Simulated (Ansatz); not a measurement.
## Ionic part of the dielectric constant of CsH at 30 GPa, mode by mode

These are results of DFT LDA, scalar-relativistic, plane waves, PAW (Ansatz 0.2.0), not measurements. Settings: 420 eV plane-wave cutoff, Γ-centred 8×8×8 mesh, fixed occupations. No spin polarisation. Phonons by linear response, acoustic sum rule imposed.

It takes space group Pm-3m (No. 221, cubic). The conventional cell has a = 3.093 Å, b = 3.093 Å, c = 3.093 Å, α = 90.00°, β = 90.00°, γ = 90.00°. Around Cs (site symmetry m-3m) lie 8 H at 2.68 Å. H (site symmetry m-3m) has 8 Cs at 2.68 Å as nearest neighbours.

Spin–orbit coupling is left out, which matters for heavy elements. Other phases may be more stable at this pressure. The run warned that the force constants aren't converged on this k mesh, so the frequencies and all that is formed from them are rough. The bands were filled as in an insulator; under compression the gap may have closed between mesh points.

The primitive cell has V = 29.58 Å³ and ε∞,zz = 6.233. Each polar mode adds Δε = (4.92064×10⁷/V)·S/ν² along z, with S its oscillator strength in e²/amu, ν in cm⁻¹ and V in Å³.

Task: From these modes, find each Δε and ε0,zz.
```json
{"ν (cm⁻¹)": "878.4", "S_zz (e²/amu)": "1.46"}
```

Result:
```csv
ν (cm⁻¹),Δε
878.4,3.15
```

The sum is 3.147, so ε0,zz = 9.38; the run's tensor has 9.38.

Task: Where do the longitudinal modes lie for a wave vector along z?

Result: At 1078 cm⁻¹. The Lyddane–Sachs–Teller product Π(ν_LO/ν_TO)² = 1.50 matches ε0/ε∞ = 1.50.

This CsCl-type form isn't the usual stable structure of the compound at low pressure.